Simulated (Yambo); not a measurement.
G0W0@LDA for NaRhS$_{2}$O$_{8}$ (space group C2/m, No. 12) in Yambo. Reference settings: 2×2×2 Γ-centred k mesh, bands 6 to 233 and a 7 Ry block in the screening, 233 bands in G with the Bruneval-Gonze terminator, plasmon pole fitted at 27.2 eV. The LDA gap (0, -0.5, -0.5) → (0, -0.5, 0) on this mesh is 1.08 eV; G0W0 gaps are taken between the same points.

Gap ((0, -0.5, -0.5) → (0, -0.5, 0)) in eV against the number of bands and the screening block, terminator on:

```json
[
 {"bands (W and G)": "71", "2 Ry": "4.113", "3 Ry": "3.694", "4 Ry": "3.591", "6 Ry": "3.494", "7 Ry": "3.487"},
 {"bands (W and G)": "100", "2 Ry": "4.042", "3 Ry": "3.621", "4 Ry": "3.516", "6 Ry": "3.420", "7 Ry": "3.412"},
 {"bands (W and G)": "138", "2 Ry": "4.012", "3 Ry": "3.584", "4 Ry": "3.479", "6 Ry": "3.381", "7 Ry": "3.373"},
 {"bands (W and G)": "185", "2 Ry": "3.999", "3 Ry": "3.569", "4 Ry": "3.457", "6 Ry": "3.356", "7 Ry": "3.349"},
 {"bands (W and G)": "233", "2 Ry": "3.998", "3 Ry": "3.567", "4 Ry": "3.458", "6 Ry": "3.359", "7 Ry": "3.350"}
]
```

Rough cost of the Yambo step against the reference (shared machines):

| bands (W and G) | 2 Ry | 3 Ry | 4 Ry | 6 Ry | 7 Ry |
|---|---|---|---|---|---|
| 71 | 1/5 | 1/5 | 1/5 | 1/4 | 1/4 |
| 100 | 1/4 | 1/4 | 1/3 | 1/3 | 1/3 |
| 138 | 1/2 | 1/2 | 1/2 | ~1 | ~1 |
| 185 | ~1 | ~1 | ~1 | ~1 | ~1 |
| 233 | ~1 | ~1 | ~1 | ~1 | 1 |

At the largest block the last step in bands moves the gap by 0.001 eV; at the most bands the last step in the block moves it by -0.009 eV.

Spin-orbit splittings are left out.

Geometry of the Materials Project entry, not relaxed at this level; primitive cell a = b = 4.7686 Å, c = 7.2179 Å, α = β = 92.37°, γ = 66.57°.

The structure is a Materials Project entry; no match was found in the copy of COD used, and its stability was not checked.
